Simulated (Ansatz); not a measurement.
Problem. Name crystals whose computed values (the program Ansatz at the PBEsol level (PAW)) fall in these windows: B₀ by P(V) fit (GPa) 65 to 81; highest Γ mode, no LO–TO term (cm⁻¹) 250 to 360.

Solution. 

| crystal | B₀ by P(V) fit (GPa) | highest Γ mode, no LO–TO term (cm⁻¹) |
|---|---|---|
| Mg2Pt, I4/mcm (Mg on 8h, Pt on 4a) | 74.6 | 305 |
| Zn2SeS, P-4m2 (Zn on 2g, Se on 1d, S on 1b) | 71.5 | 285 |
| ZnCdS2, P-4m2 (Zn on 1d, Cd on 1b, S on 2g) | 69.2 | 305 |
| Sc2Al, P6_3/mmc (Sc on 2a, Sc on 2d, Al on 2c) | 73.5 | 306 |
| Zn2SeS, R3m (Zn on 3a, Zn on 3a, Se on 3a, S on 3a) | 71.2 | 301 |
Others may fit too.

Standing as an ambient phase not checked: Mg2Pt, I4/mcm (Mg on 8h, Pt on 4a); Zn2SeS, P-4m2 (Zn on 2g, Se on 1d, S on 1b); ZnCdS2, P-4m2 (Zn on 1d, Cd on 1b, S on 2g); Sc2Al, P6_3/mmc (Sc on 2a, Sc on 2d, Al on 2c); Zn2SeS, R3m (Zn on 3a, Zn on 3a, Se on 3a, S on 3a). All cells were relaxed under the symmetry of their starts (and spin orders); stability against distortions was not tested throughout. Rows with no word on spin ran without spin polarisation. Spin–orbit coupling is left out wherever it is not named.

Potentials: the later of the program's two PAW sets.
